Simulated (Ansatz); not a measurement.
AlO2 in space group Pnma (No. 62; Al on 4c, O on 4c, O on 4c), plane-wave PAW r²SCAN (Ansatz code), all energies at zero smearing, with the estimated change up to a 700 eV cutoff added, with one set of potentials and settings (totals compare only within such a set). Cell of 12 atoms (4 Al, 8 O): -6718.100 eV.

| element | reference phase | E (eV/atom) |
|---|---|---|
| Al | Fm-3m, 1 atoms in the cell | -540.4083 |
| O | C2/m, 4 atoms in the cell, spin-polarised | -566.0281 |

Formation energy per atom, worked out: (-6718.100 − 4×(-540.4083) − 8×(-566.0281))/12 = -2.353 eV/atom (-227 kJ per mol of atoms), at 0 K, without zero-point energy or fitted corrections.

The first step of the workflow began from a Materials Project structure, measured or hypothetical; the Crystallography Open Database copy checked does not list it. Whether it is the stable phase at ambient conditions was not checked. The cell was relaxed with r²SCAN under the symmetry of its start; whether a distortion lowers the energy is not shown. The final state is ferromagnetic, chosen from 4 collinear starts compared on coarse meshes (ties went to the first, and starts can fall back to one state), not a proven ground state. Other orbital occupations within this spin state were not tried. No Hubbard U is applied. The references are the lowest solids computed at this level, not always the standard phases (solids in place of the gases).

Potentials: the later of the program's two PAW sets.
